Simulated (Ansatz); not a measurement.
HfScTaN3:
```yaml
crystal:
  lattice:
    - [3.17418, 0.00000, 0.00000]
    - [-1.58709, 2.74892, 0.00000]
    - [0.00000, 0.00000, 7.74321]
  atoms:
    - { symbol: Hf, position: [0.00000, 0.00000, 0.99605] }
    - { symbol: Sc, position: [0.33333, 0.66667, 0.33824] }
    - { symbol: Ta, position: [0.66667, 0.33333, 0.66722] }
    - { symbol: N, position: [0.66667, 0.33333, 0.16410] }
    - { symbol: N, position: [0.00000, 0.00000, 0.50546] }
    - { symbol: N, position: [0.33333, 0.66667, 0.82893] }
```

Relaxed with plane-wave PAW PBE (Ansatz code). Indices refer to the conventional cell of P3m1, a = 3.174 Å, b = 3.174 Å, c = 7.743 Å, α = 90.00°, β = 90.00°, γ = 120.00°.

Q: Simulate the powder diffraction pattern (Mo Kα, λ = 0.71073 Å; lines above 1 %) up to 2θ = 45°.

A: Simulated powder pattern, Mo Kα, λ = 0.71073 Å (kinematic, ideal powder, no thermal factors, no anomalous dispersion; the 30 strongest lines at most, above 1 %, up to 2θ = 45°):

```
2θ (°)  d (Å)  I/Imax (%)                    hkl
------  -----  ----------  ---------------------
5.26    7.743          49                 (0001)
10.53   3.872         9.2                 (0002)
14.86   2.749          14             (1 0 -1 0)
15.77   2.591         100  (0 1 -1 1)+(1 0 -1 1)
15.83   2.581          29                 (0003)
18.24   2.241         100  (1 0 -1 2)+(0 1 -1 2)
21.16   1.936         2.5                 (0004)
21.77   1.882          11  (1 0 -1 3)+(0 1 -1 3)
25.88   1.587          34             (1 1 -2 0)
25.95   1.583          36  (0 1 -1 4)+(1 0 -1 4)
26.43   1.555         7.1             (1 1 -2 1)
28.01   1.468         5.0             (1 1 -2 2)
29.97   1.374         2.3             (2 0 -2 0)
30.45   1.353          17  (2 0 -2 1)+(0 2 -2 1)
30.48   1.352          30             (1 1 -2 3)
30.54   1.349          18  (1 0 -1 5)+(0 1 -1 5)
31.85   1.295          20  (0 2 -2 2)+(2 0 -2 2)
31.97   1.291         5.7                 (0006)
33.66   1.227         4.1             (1 1 -2 4)
34.07   1.213         3.2  (0 2 -2 3)+(2 0 -2 3)
35.42   1.168         2.9  (1 0 -1 6)+(0 1 -1 6)
36.97   1.121          12  (2 0 -2 4)+(0 2 -2 4)
37.40   1.108         1.7             (1 1 -2 5)
40.00   1.039         1.9             (2 1 -3 0)
40.37   1.030          14  (1 2 -3 1)+(2 1 -3 1)
40.45   1.028         7.4  (0 2 -2 5)+(2 0 -2 5)
40.52   1.026         6.6  (0 1 -1 7)+(1 0 -1 7)
41.48   1.003          16  (2 1 -3 2)+(1 2 -3 2)
41.58   1.001          14             (1 1 -2 6)
43.27   0.964         3.0  (2 1 -3 3)+(1 2 -3 3)
```

The start of the workflow was typed in or built on a structure type; neither database checked (COD, Materials Project) lists it. Whether it is the stable phase at ambient conditions was not checked. The cell was relaxed with PBE under the symmetry of its start; whether a distortion lowers the energy is not shown. No spin polarisation was allowed. Spin–orbit coupling is left out wherever it is not named.

Potentials: the earlier of the program's two PAW sets.
